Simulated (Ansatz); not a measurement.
CdSe (zinc blende)

```
CdSe
1.0
    0.00000     3.09814     3.09814
    3.09814     0.00000     3.09814
    3.09814     3.09814     0.00000
Se Cd
1 1
Direct
  0.75000   0.75000   0.75000
  0.00000   0.00000   0.00000
```

The slice is a {100} plane (indices of the conventional cell) through the point (0.000, 0.000, 0.000) (fractional), spanned by u = [100] and v = [0 1 -1] in vectors of this cell: u (4.38 Å) and v (4.38 Å, at 90° to u). It covers one period; positions are fractions (u, v).

All values below come from PBE (plane waves to 420 eV, PAW, scalar-relativistic; Ansatz, a first-principles code). k mesh 9×9×9. Inside the PAW spheres the values are not all-electron values, and peaks at nuclei hang on which shells count as valence. CdSe was relaxed with its symmetry unable to fall.

Three fields on this plane, each scaled to ten steps between its own extremes (0 low, 9 high; the total valence density on a logarithmic scale, the potential cut 8 eV below its top; x marks points blanked near nuclei; v = 0 in the bottom row):

Map A
```
|xxxxxxxx02567788888776520xxxxxxx|
|xxxxxxxx03567888888876530xxxxxxx|
|xxxxxxx0045778888888775400xxxxxx|
|xxxxxxx0246788888888876420xxxxxx|
|xxxxxx013567888888888765310xxxxx|
|xxxxx00356788899999888765300xxxx|
|xxx001346778899999998877643100xx|
|00002356778899999999988776532000|
|22334567788999999999998877654332|
|55556677889999999999999887766555|
|66677788899999999999999988877766|
|77778888999999999999999998888777|
|77788889999999999999999999888877|
|88888899999999999999999999988888|
|88888899999999999999999999988888|
|88888899999999999999999999988888|
|88888899999999999999999999988888|
|88888899999999999999999999988888|
|77788889999999999999999999888877|
|77778888999999999999999998888777|
|66677788899999999999999988877766|
|55556677889999999999999887766555|
|22334567788999999999998877654332|
|00002356778899999999988776532000|
|xxx001346778899999998877643100xx|
|xxxxx00356788899999888765300xxxx|
|xxxxxx013567888888888765310xxxxx|
|xxxxxxx0246788888888876420xxxxxx|
|xxxxxxx0045778888888775400xxxxxx|
|xxxxxxxx03567888888876530xxxxxxx|
|xxxxxxxx02567788888776520xxxxxxx|
|xxxxxxxx02467788888776420xxxxxxx|
```

Map B
```
|xxxxxxxx98776666666667789xxxxxxx|
|xxxxxxxx98766666666666789xxxxxxx|
|xxxxxxx9877666666666667789xxxxxx|
|xxxxxxx9876665555555666789xxxxxx|
|xxxxxx987665555555555566789xxxxx|
|xxxxx98766555544444555566789xxxx|
|xxx998766554444444444455667899xx|
|99988766554444333333444556678899|
|88877665544333333333334455667788|
|77776655443332222222333445566777|
|77666554433322222222233344556667|
|66666554433221111112223344556666|
|66665554332211110111122334555666|
|66665544332211100011122334455666|
|66665544332211000001122334455666|
|66665544332210000000122334455666|
|66665544332211000001122334455666|
|66665544332211100011122334455666|
|66665554332211110111122334555666|
|66666554433221111112223344556666|
|77666554433322222222233344556667|
|77776655443332222222333445566777|
|88877665544333333333334455667788|
|99988766554444333333444556678899|
|xxx998766554444444444455667899xx|
|xxxxx98766555544444555566789xxxx|
|xxxxxx987665555555555566789xxxxx|
|xxxxxxx9876665555555666789xxxxxx|
|xxxxxxx9877666666666667789xxxxxx|
|xxxxxxxx98766666666666789xxxxxxx|
|xxxxxxxx98776666666667789xxxxxxx|
|xxxxxxxx98776666666667789xxxxxxx|
```

Map C
```
|xxxxxxxx56778999999987765xxxxxxx|
|xxxxxxxx55677889998877655xxxxxxx|
|xxxxxxx4456677788877766544xxxxxx|
|xxxxxxx3445566667666655443xxxxxx|
|xxxxxx334444555555555444433xxxxx|
|xxxxx33333344444444444333333xxxx|
|xxx433333333333333333333333334xx|
|55544433222222222222222223344455|
|66554433222111111111112223344556|
|77665433221111111111111223345667|
|77765443211110000000111123445677|
|88776543211100000000011123456778|
|99876543211000000000001123456789|
|99876543211000000000001123456789|
|99986543211000000000001123456899|
|99987543211000000000001123457899|
|99986543211000000000001123456899|
|99876543211000000000001123456789|
|99876543211000000000001123456789|
|88776543211100000000011123456778|
|77765443211110000000111123445677|
|77665433221111111111111223345667|
|66554433222111111111112223344556|
|55544433222222222222222223344455|
|xxx433333333333333333333333334xx|
|xxxxx33333344444444444333333xxxx|
|xxxxxx334444555555555444433xxxxx|
|xxxxxxx3445566667666655443xxxxxx|
|xxxxxxx4456677788877766544xxxxxx|
|xxxxxxxx55677889998877655xxxxxxx|
|xxxxxxxx56778999999987765xxxxxxx|
|xxxxxxxx56778999999987765xxxxxxx|
```

Task: Assign the maps to these fields: density of the highest valence band (whole band, smooth part); valence electron density; electrostatic potential energy of an electron, from the cell's mean.

Result: A is the electrostatic potential energy of an electron, from the cell's mean; B is the valence electron density; C is the density of the highest valence band (whole band, smooth part).
